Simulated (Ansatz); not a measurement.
ZnF2:
```yaml
crystal:
  lattice:
    - [4.80082, 0.00000, 0.00000]
    - [0.00000, 4.80082, 0.00000]
    - [0.00000, 0.00000, 3.17520]
  atoms:
    - { symbol: Zn, position: [0.50000, 0.50000, 0.50000] }
    - { symbol: Zn, position: [0.00000, 0.00000, 0.00000] }
    - { symbol: F, position: [0.69563, 0.69563, 0.00000] }
    - { symbol: F, position: [0.30437, 0.30437, 0.00000] }
    - { symbol: F, position: [0.80437, 0.19563, 0.50000] }
    - { symbol: F, position: [0.19563, 0.80437, 0.50000] }
```

Relaxed with PBE.

Task: Which orbitals make up the states near the band edges in PBE in the plane-wave PAW code Ansatz?

Result: Top 1 eV of the valence band: F 2p 64 %, Zn 3d 35 %. Bottom 1 eV of the conduction band: Zn 4s 76 %, F 2s 16 %, F 2p 7 %. Projections are on Löwdin-orthogonalised atomic valence shells; empty p or d shells of many metals are not among them.

Task: Tabulate the density of states.

Result: States/eV per cell of 6 atoms, in 0.25 eV bins, energy from the valence-band maximum.

| E (eV) | total | F 2p | Zn 3d | Zn 4s |
|---|---|---|---|---|
| -5.86 | 0.00 | 0.00 | 0.00 | 0.00 |
| -5.61 | 0.21 | 0.14 | 0.03 | 0.03 |
| -5.36 | 1.26 | 0.81 | 0.28 | 0.15 |
| -5.11 | 3.04 | 1.91 | 0.80 | 0.29 |
| -4.86 | 6.16 | 3.97 | 1.62 | 0.50 |
| -4.61 | 5.26 | 3.06 | 1.83 | 0.33 |
| -4.36 | 15.68 | 7.32 | 8.10 | 0.19 |
| -4.11 | 4.20 | 2.25 | 1.82 | 0.09 |
| -3.86 | 7.85 | 4.02 | 3.58 | 0.16 |
| -3.61 | 7.97 | 3.44 | 4.36 | 0.10 |
| -3.36 | 11.35 | 4.15 | 7.00 | 0.11 |
| -3.11 | 16.35 | 3.46 | 12.76 | 0.06 |
| -2.86 | 12.13 | 2.30 | 9.63 | 0.13 |
| -2.61 | 10.15 | 4.17 | 5.75 | 0.12 |
| -2.36 | 6.66 | 3.62 | 2.92 | 0.03 |
| -2.11 | 5.02 | 2.62 | 2.25 | 0.07 |
| -1.86 | 6.84 | 4.47 | 2.20 | 0.07 |
| -1.61 | 7.57 | 4.93 | 2.50 | 0.05 |
| -1.36 | 9.53 | 7.69 | 1.70 | 0.06 |
| -1.11 | 17.21 | 13.98 | 3.08 | 0.04 |
| -0.86 | 4.50 | 3.17 | 1.27 | 0.02 |
| -0.61 | 4.01 | 2.54 | 1.42 | 0.01 |
| -0.36 | 7.75 | 4.88 | 2.80 | 0.01 |
| -0.11 | 5.32 | 3.30 | 1.99 | 0.01 |
| 0.14 | 0.00 | 0.00 | 0.00 | 0.00 |
| 0.39 | 0.00 | 0.00 | 0.00 | 0.00 |
| 0.64 | 0.00 | 0.00 | 0.00 | 0.00 |
| 0.89 | 0.00 | 0.00 | 0.00 | 0.00 |
| 1.14 | 0.00 | 0.00 | 0.00 | 0.00 |
| 1.39 | 0.00 | 0.00 | 0.00 | 0.00 |
| 1.64 | 0.00 | 0.00 | 0.00 | 0.00 |
| 1.89 | 0.00 | 0.00 | 0.00 | 0.00 |
| 2.14 | 0.00 | 0.00 | 0.00 | 0.00 |
| 2.39 | 0.00 | 0.00 | 0.00 | 0.00 |
| 2.64 | 0.00 | 0.00 | 0.00 | 0.00 |
| 2.89 | 0.00 | 0.00 | 0.00 | 0.00 |
| 3.14 | 0.00 | 0.00 | 0.00 | 0.00 |
| 3.39 | 0.00 | 0.00 | 0.00 | 0.00 |
| 3.64 | 0.02 | 0.00 | 0.00 | 0.02 |
| 3.89 | 0.09 | 0.00 | 0.00 | 0.07 |
| 4.14 | 0.13 | 0.01 | 0.00 | 0.10 |
| 4.39 | 0.18 | 0.02 | 0.00 | 0.13 |
| 4.64 | 0.22 | 0.02 | 0.00 | 0.17 |
| 4.89 | 0.27 | 0.03 | 0.00 | 0.20 |
| 5.14 | 0.32 | 0.04 | 0.00 | 0.24 |
| 5.39 | 0.38 | 0.05 | 0.00 | 0.28 |
| 5.64 | 0.49 | 0.07 | 0.00 | 0.36 |
| 5.89 | 0.56 | 0.09 | 0.00 | 0.41 |
| 6.14 | 0.58 | 0.09 | 0.00 | 0.42 |
| 6.39 | 0.61 | 0.10 | 0.00 | 0.45 |
| 6.64 | 0.84 | 0.14 | 0.00 | 0.61 |
| 6.89 | 1.09 | 0.19 | 0.00 | 0.80 |
| 7.14 | 1.16 | 0.20 | 0.00 | 0.86 |
| 7.39 | 1.23 | 0.22 | 0.00 | 0.91 |
| 7.64 | 1.35 | 0.23 | 0.00 | 1.00 |
| 7.89 | 1.80 | 0.31 | 0.00 | 1.33 |
| 8.14 | 1.37 | 0.24 | 0.00 | 1.01 |
| 8.39 | 1.22 | 0.22 | 0.00 | 0.90 |

Space group P4_2/mnm (rutile). The PBE relaxation kept the symmetry of its start.

Potentials: the later of the program's two PAW sets.
